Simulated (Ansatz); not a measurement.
BaTiO3:
```cif
data_BaO3Ti
_chemical_formula_sum 'Ba1 Ti1 O3'
_space_group_name_H-M_alt 'Pm-3m'
_space_group_IT_number 221
_space_group_name_Hall '-P 4 2 3'
_cell_length_a 4.01928
_cell_length_b 4.01928
_cell_length_c 4.01928
_cell_angle_alpha 90.000
_cell_angle_beta 90.000
_cell_angle_gamma 90.000
loop_
_atom_site_label
_atom_site_type_symbol
_atom_site_symmetry_multiplicity
_atom_site_Wyckoff_symbol
_atom_site_fract_x
_atom_site_fract_y
_atom_site_fract_z
_atom_site_occupancy
Ba1 Ba 1 b 0.50000 0.50000 0.50000 1
Ti1 Ti 1 a 0.00000 0.00000 0.00000 1
O1 O 3 d 0.00000 0.00000 0.50000 1
```

Relaxed with PBE.

**Question.** Which orbitals make up the states near the band edges in PBE in the plane-wave PAW code Ansatz?

**Answer.** Top 1 eV of the valence band: O 2p 93 %. Bottom 1 eV of the conduction band: Ti 3d 87 %, O 2p 11 %. Projections are on Löwdin-orthogonalised atomic valence shells; empty p or d shells of many metals are not among them.

**Question.** Tabulate the density of states.

**Answer.** States/eV per cell of 5 atoms, in 0.25 eV bins, energy from the valence-band maximum.

```tsv
E (eV)	total	O 2p	Ti 3d	Ba 5p
-7.87	0.00	0.00	0.00	0.00
-7.62	0.00	0.00	0.00	0.00
-7.37	0.00	0.00	0.00	0.00
-7.12	0.00	0.00	0.00	0.00
-6.87	0.00	0.00	0.00	0.00
-6.62	0.00	0.00	0.00	0.00
-6.37	0.00	0.00	0.00	0.00
-6.12	0.00	0.00	0.00	0.00
-5.87	0.00	0.00	0.00	0.00
-5.62	0.00	0.00	0.00	0.00
-5.37	0.00	0.00	0.00	0.00
-5.12	0.00	0.00	0.00	0.00
-4.87	0.00	0.00	0.00	0.00
-4.62	0.00	0.00	0.00	0.00
-4.37	0.12	0.09	0.00	0.00
-4.12	2.28	1.67	0.28	0.00
-3.87	3.07	2.20	0.54	0.01
-3.62	3.73	2.54	0.98	0.02
-3.37	3.71	2.62	0.85	0.04
-3.12	4.01	2.94	0.80	0.04
-2.87	4.26	3.28	0.65	0.10
-2.62	7.12	5.88	0.75	0.13
-2.37	7.62	5.63	1.30	0.47
-2.12	3.69	2.80	0.64	0.14
-1.87	2.61	2.09	0.36	0.06
-1.62	2.90	2.49	0.23	0.03
-1.37	2.55	2.25	0.12	0.02
-1.12	4.19	3.80	0.16	0.05
-0.87	7.47	6.88	0.22	0.13
-0.62	6.23	5.76	0.18	0.12
-0.37	4.19	3.97	0.07	0.06
-0.12	2.26	2.21	0.01	0.01
0.13	0.00	0.00	0.00	0.00
0.38	0.00	0.00	0.00	0.00
0.63	0.00	0.00	0.00	0.00
0.88	0.00	0.00	0.00	0.00
1.13	0.00	0.00	0.00	0.00
1.38	0.00	0.00	0.00	0.00
1.63	0.00	0.00	0.00	0.00
1.88	0.42	0.01	0.40	0.00
2.13	1.21	0.08	1.11	0.00
2.38	1.51	0.16	1.32	0.00
2.63	1.81	0.25	1.51	0.00
2.88	2.39	0.40	1.93	0.00
3.13	3.15	0.59	2.46	0.00
3.38	6.20	1.28	4.71	0.00
3.63	4.47	0.93	3.30	0.00
3.88	2.72	0.55	1.98	0.00
4.13	1.34	0.13	1.05	0.00
4.38	1.16	0.09	0.91	0.00
4.63	1.54	0.16	1.16	0.00
4.88	1.38	0.18	1.02	0.00
5.13	1.01	0.17	0.71	0.00
5.38	1.09	0.19	0.66	0.00
5.63	1.18	0.21	0.64	0.00
5.88	1.51	0.28	0.77	0.00
6.13	1.66	0.32	0.79	0.00
6.38	1.71	0.33	0.72	0.00
6.63	1.83	0.35	0.68	0.00
```

This is a known high-temperature phase of the composition, computed here at zero pressure and temperature. The PBE relaxation kept the symmetry of its start. At this level the phase is dynamically unstable (imaginary phonons). No spin polarisation was allowed. Spin–orbit coupling is left out wherever it is not named.

Potentials: the later of the program's two PAW sets.
